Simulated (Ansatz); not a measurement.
**Eu3Si in the antiAuCu3 structure**

Computed with Ansatz (plane waves, PAW, 420 eV cutoff): PBE, scalar-relativistic, collinear spin, Γ-centred 8×8×8 mesh, 0.05 eV Gaussian smearing. The datasets are Ansatz's generated set soft_2.

```
Eu Si
1.0
     4.83791    0.00000    0.00000
     0.00000    4.83791    0.00000
     0.00000    0.00000    4.83791
Eu Si
3 1
Cartesian
  0.0000 2.4190 2.4190
  2.4190 2.4190 0.0000
  2.4190 0.0000 2.4190
  0.0000 0.0000 0.0000
```

The cell came from substitution into a structure type; whether the compound takes it is for experiment to say.

Magnetic state: ferromagnetic, site spin moments Eu 6.99; Si -0.18 μB.

The geometry was relaxed with PBE and stays fixed; the gap of the first row includes a band path, the others are on their meshes. A negative pressure means that the level wants a smaller cell.

| level | k-mesh | gap (eV) | P (GPa) | largest spin moment (μB) | f electrons (Löwdin) | rough cost (core-min) |
| --- | --- | --- | --- | --- | --- | --- |
| PBE | 8×8×8 | metal | 0.0 | 6.99 | 6.80 | – |

Q: And under LDA (8×8×8): gap, the largest spin moment, pressure?

A: Gap zero (metallic), pressure -4.3 GPa, largest spin moment 6.96 μB.

Q: Give the gap, the largest spin moment and the pressure for r²SCAN (8×8×8, 500 eV).

A: Gap zero (metallic), pressure -0.1 GPa, largest spin moment 7.09 μB; cost of the order of 100 core-seconds.

Q: What do the gap, the largest spin moment and the pressure become under PBEsol (8×8×8)?

A: Gap zero (metallic), pressure -2.5 GPa, largest spin moment 6.99 μB.

**Reading the ladder.**

To first order a pressure P at this geometry moves the equilibrium volume by ΔV/V ≈ P/B0, with B0 = 33 GPa from PBE's equation of state: r²SCAN −0.14/33.3 = −0.4 %, about 28.2 Å³/atom; PBEsol −2.55/33.3 = −7.7 %, about 26.1 Å³/atom (from 28.31). These are estimates, not relaxations, and those over 6 % overshoot where the cell shrinks, since it stiffens.

The pressures rise from LDA over PBEsol to PBE. The gradient terms favour an uneven density and so weaken the binding; PBEsol's are smaller than PBE's, and LDA has none.

No row holds spin–orbit coupling, which matters for elements this heavy.

Without a U the 4f levels of Eu lie too near the Fermi level, so their share of the states there, and what hangs on it, is overstated.

Levels after the first row that show no cost went on from its state.

Pressures are a third of the stress tensor's trace; costs are rough, on shared cores (Arm Neoverse V2).
